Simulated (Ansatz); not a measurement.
Hg:
```xyz
3
Lattice="5.1298 0.0000 0.0000 -2.5649 4.4425 0.0000 0.0000 0.0000 2.9902" Properties=species:S:1:pos:R:3 pbc="T T T"
Hg     0.0000     2.9617     1.4951
Hg     2.5649     1.4808     1.4951
Hg     0.0000     0.0000     0.0000
```

Relaxed with LDA. Special points in fractions of this cell's reciprocal vectors: Γ (0.000, 0.000, 0.000); M (0.500, 0.000, 0.000); K (0.333, 0.333, 0.000); A (0.000, 0.000, 0.500); L (0.500, 0.000, 0.500); H (0.333, 0.333, 0.500).

Task: List the band energies nearest the Fermi level at these points for LDA (plane waves, PAW; program Ansatz).

Result: In eV from the Fermi level; about four levels below and three above (degenerate sets whole), none deeper than 8.9 eV; points with the same levels are listed once.

```csv
k,below,above
Γ,-5.63 -5.63 -1.03 -0.58,1.91 1.91 1.95 1.95
M,-5.62 -5.43 -1.61 -1.35,6.58 6.63 8.57
K,-5.76 -5.51 -5.38 -5.38,3.83 3.97 3.97
A,-5.81 -5.81 -5.26 -2.99 -2.80,3.46 3.58 3.77
L,-1.77 -1.18 -0.69 -0.57,2.61 2.65 3.54
H,-0.76 -0.75 -0.75 -0.27,0.40 0.40 7.25
```

Space group P6/mmm. The workflow started from a Materials Project entry (that database holds measured and hypothetical structures alike); the Crystallography Open Database files this formula in space group No. 191, but the cells were not matched. It is not the usual solid phase (space group No. 166). Symmetry was held in the LDA relaxation; its stability against distortions is not shown here. The substance is a gas or liquid at ambient conditions. Scalar-relativistic: spin–orbit coupling is off unless named, which matters more the heavier the elements.

Potentials: the later of the program's two PAW sets.
